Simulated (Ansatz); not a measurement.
ZnAu:
```
CELL_PARAMETERS angstrom
      3.12860     0.00000     0.00000
      0.00000     3.12860     0.00000
      0.00000     0.00000     3.12860
ATOMIC_POSITIONS crystal
  Au 0.00000 0.00000 0.00000
  Zn 0.50000 0.50000 0.50000
```

Relaxed with PBEsol. Special points in fractions of this cell's reciprocal vectors: Γ (0.000, 0.000, 0.000); X (0.000, 0.500, 0.000); M (0.500, 0.500, 0.000); R (0.500, 0.500, 0.500).

### Question
List the band energies nearest the Fermi level at these points for PBEsol in the plane-wave PAW code Ansatz.

### Answer
In eV from the Fermi level; about four levels below and three above (degenerate sets whole), none deeper than 8.9 eV; points with the same levels are listed once.

```csv
k,below,above
Γ,-5.53 -5.53 -3.80 -3.80 -3.80,4.91 4.91 4.91
X,-5.04 -5.04 -3.98 -2.42,10.34 11.15 11.15
M,-4.15 -4.15 -3.20 -2.16 -2.16,0.84 2.56 10.39
R,-6.62 -6.62 -6.62 -3.15 -3.15,1.36 3.59 3.68 3.68 3.68
```

Space group Pm-3m (CsCl type). The PBEsol relaxation kept the symmetry of its start; of distortions, only those at the zone centre were tested. Scalar-relativistic: spin–orbit coupling is off unless named, which matters more the heavier the elements.

Potentials: the later of the program's two PAW sets.
